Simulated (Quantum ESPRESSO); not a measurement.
## InAl2GaP4 (convergence and cost over cutoff and k mesh)

Computed values, not a measurement. The program is pw.x of Quantum ESPRESSO 7.5 (plane-wave density functional theory). The cell is made up: 8 atoms on a zincblende/diamond lattice, with randomly drawn elements, strain and displacements, not relaxed. PseudoDojo standard norm-conserving files (v0.5 for PBE, v0.4.1 for LDA and PBEsol) set the functional; there is no spin polarisation, spin-orbit coupling or dispersion term, and the masses in the input are unused placeholders.

Input of the run in row 4:

```
&control calculation='scf', pseudo_dir='./dojo.nc.sr.pbe.v0_5.standard.upf', outdir='./o', disk_io='low', tprnfor=.true., tstress=.true. /
&system ibrav=0, nat=8, ntyp=4, nbnd=32, ecutwfc=79.96652505, nosym=.true., tot_charge=0,
 occupations='smearing', smearing='fd', degauss=0.0018374661
/
&electrons conv_thr=7.350e-09, electron_maxstep=60, /
ATOMIC_SPECIES
Al 1.0 Al.upf
Ga 1.0 Ga.upf
In 1.0 In.upf
P 1.0 P.upf
CELL_PARAMETERS angstrom
5.6291 0.0 0.0
0.0 5.6291 0.0
0.0 0.0 5.6291
ATOMIC_POSITIONS angstrom
In 0.1602 -0.0046 0.0644
Al 0.0277 2.9158 2.8462
Al 2.969 -0.0065 2.7139
Ga 2.8022 2.7973 -0.053
P 1.4382 1.4305 1.4108
P 1.4347 4.2086 4.1293
P 4.2957 1.4855 4.1095
P 4.2399 4.2142 1.5589
K_POINTS automatic
4 4 4 1 1 1
```

The same cell was run at these settings. Meshes are shifted by half a step, and differences are from the last row, which is itself not exact.

```
cutoff (eV)     k mesh  k points solved  threshold (eV)  free energy less the last row's (eV)  pressure (GPa)  largest stress difference (GPa)  largest force difference (eV/Å)  iterations  wall time (s)  k-point pools              processor
        762  2 x 2 x 2                4           1e-04                                 2.179          -13.24                            14.25                            0.064           7             10              4  AMD EPYC, Zen 5 class
       1088  1 x 1 x 1                1           1e-07                                 7.551            5.84                             5.18                            0.614          10             17              4  AMD EPYC, Zen 5 class
        729  4 x 4 x 4               32           1e-07                                 3.078          -21.27                            22.28                            0.004          10             26              4  AMD EPYC, Zen 5 class
       1088  4 x 4 x 4               32           1e-07                                 0.006            0.99                             0.01                            0.002          10             58              4  AMD EPYC, Zen 5 class
       1377  6 x 6 x 6              108           1e-07                                 0.000            0.99                             0.00                            0.000          10            187              4  AMD EPYC, Zen 5 class
```

Each pool is one process. Wall times include start-up and a band step at six k points, which weighs most on the coarsest meshes. The runs were on shared virtual cores whose load varied, so times are rough.